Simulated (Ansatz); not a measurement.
input.yaml (Ansatz)

```yaml
crystal:
  lattice:
    - [2.9406854202, 0.0, 0.0]
    - [0.0, 2.9406854202, 0.0]
    - [0.0, 0.0, 2.9406854202]
  atoms:
    - { symbol: Zr, position: [0.0, 0.0, 0.0] }
hamiltonian:
  xc: lda
  pseudopotentials:
    kind: paw
    azcp:
      Zr: "pseudopotentials/Zr.paw.azcp"
basis:
  ecutwfc: 420
  fft_grid_basis: typed
kpoints:
  mp_grid: { grid: [13, 13, 13], shift: [0, 0, 0] }
magnetization:
  spin_polarized: false
scf:
  occupations: { method: fermi_dirac, width: 0.1 }
  lower_state_search: "off"
output:
  stress: true
```

Output

```
Warning: the record states the generating functional pbe (its physics header spells it `PBE`), which answers neither for hamiltonian.xc's functional nor for the lda family's — results may be inconsistent (PPs are generated against a specific XC)
Engine: ansatz 0.2.0, aarch64-unknown-linux-gnu
Pseudopotentials: kind: paw
Pseudopotential: Zr, paw, valence charge 12, recommended cutoff 420 eV (normal) 
Functional definition: SPW92
  exchange = slater_x
  correlation = pw_c
Crystal: 1 atoms, lattice volume = 25.430 Å³
Basis set: ecut = 420 eV, 485 PW (Γ)
Bands: 10, of which v1, the nominal top of the filled ones, is band 6 counted from 1 (5 counted from 0)
Symmetry: 48 space group operations
Space group: Pm-3m (ITA 221), of the structure as read, at distance tolerance 2.9e-5 Å
k-points: 84 of 2197
Non-local potential: Zr, projectors of the file, l = 0: 3, l = 1: 2, l = 2: 2, l = 3: 2
PAW form: soft (Blöchl's): semilocal exchange-correlation on the pseudo side does not see the compensation charge
PAW frozen core: Zr, regenerated for the run's functional, and the local potential with it (the file was generated under x = pbe(κ = 0.804, μ = 0.2195149727645171), c = pbe(β = 0.06672455060314922))
PAW one-centre angular grid: Zr, 590 points (default); XC on 64 Gauss nodes
Initial density: superposition of atomic densities (neutral atoms: chi_scale 0, normalization atom), corrected by the library's trained network
Initial wavefunctions: pseudopotential atomic-orbital guess
Functional: x = slater, c = lda
SCF iter   1: F=—  HF=-4076.591482 eV  |F-HF|=—  |Δ(HF+E_count)|=         —  Δρ=6.90e-3  dr2=1.35e-2  ethr=1.77e-3  ⟨swp⟩=5.0  Hψ=4721  notcnv=0
SCF iter   2: F=—  HF=-4076.588693 eV  |F-HF|=—  |Δ(HF+E_count)|=   2.79e-3  Δρ=4.16e-3  dr2=5.20e-3  ethr=1.13e-4  ⟨swp⟩=1.0  Hψ=1512  notcnv=0
SCF iter   3: F=—  HF=-4076.587560 eV  |F-HF|=—  |Δ(HF+E_count)|=   1.13e-3  Δρ=3.80e-4  dr2=2.40e-5  ethr=4.33e-5  ⟨swp⟩=2.2  Hψ=1101  notcnv=0
SCF iter   4: F=—  HF=-4076.587562 eV  |F-HF|=—  |Δ(HF+E_count)|=   2.18e-6  Δρ=9.32e-5  dr2=9.50e-7  ethr=2.00e-7  ⟨swp⟩=2.3  Hψ=1289  notcnv=0
iter 5 did not close the SCF: its close was put off for the readings that it lacked (scf_convergence_deferred on its scf_iter line)
SCF iter   5: F=-4076.587562 eV  HF=-4076.587562 eV  |F-HF|=1.83e-8  |Δ(HF+E_count)|=   3.65e-7  Δρ=2.44e-5  dr2=6.09e-8  ethr=7.91e-9  ⟨swp⟩=2.1  Hψ=1289  notcnv=0
SCF iter   6: F=-4076.587562 eV  HF=-4076.587562 eV  |F-HF|=1.64e-11  |Δ(HF+E_count)|=   1.26e-8  Δρ=6.67e-7  dr2=5.05e-11  ethr=5.08e-10  ⟨swp⟩=2.0  Hψ=3028  notcnv=0
SCF 1 converged in 6 iterations: F = -4076.587562 eV  dr2 = 5.05e-11
SCF converged after 6 iterations
Free energy (F): -4076.587562 eV
Harris-Foulkes:  -4076.587562 eV  (|F-HF|=1.64e-11)
Internal energy: -4076.523447 eV  (E = F + TS)
E sigma→0 (E₀):  -4076.555504 eV
Entropy (-TS):   -0.064115 eV (-64.115 meV/atom)
Fermi energy:    12.037483 eV
--- Per-component energies (eV) ---
  E_band       = -116.575587
  E_kinetic    = 333.014306
  E_local      = -711.185266  (includes V_loc(G=0)·N_el)
  E_nonlocal   = 86.419615
  E_hartree    = 224.459521
  E_xc         = -159.487468
  E_vxc        = -189.352223  (∫ρ·V_xc dr)
  E_paw        = -2849.790783  (= ΣΔE_a)
  E_vpaw       = -84.391038  (= ΣTr[D̂ρ^β])
  E_aug_tail   = 0.000023  (compensation charges beyond the density's cutoff)
  E_ewald      = -1000.323796
  E_core_change = 0.370401  (= ΣΔE_core)
  E_smearing   = -0.064115  (= −TS)
  E_closure    = 0.000000  (closes the sum)
  Σ components = -4076.587562   (vs F -4076.587562, Δ=0.00e0)
--- Stress (GPa, compression-positive) ---
       -6.892812      -0.000000      -0.000000
       -0.000000      -6.892812       0.000000
       -0.000000       0.000000      -6.892812
  P = ⅓ Tr σ = -6.8928 GPa (-68.928 kbar)
```
